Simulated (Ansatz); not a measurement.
Infrared lines of transverse zone-centre modes from DFT-LDA in the program Ansatz with PAW potentials:

```json
[
 {"ω (cm⁻¹)": "118", "relative intensity": "54"},
 {"ω (cm⁻¹)": "119", "relative intensity": "100"}
]
```

Task: Which of these materials gives this?
A. AgI, wurtzite
B. CuI, P4/nmm (Cu on 2b, I on 2c)
C. BAs, Pnma (B on 4c, As on 4c)
D. LaLuO3, cubic perovskite

Result: A, AgI, wurtzite

Space group P6_3mc (wurtzite). The cell was relaxed with LDA under the symmetry of its start; phonons on a q-mesh show no instability. The run is not spin-polarised. Scalar-relativistic: spin–orbit coupling is off unless named, which matters more the heavier the elements.

Potentials: the earlier of the program's two PAW sets.
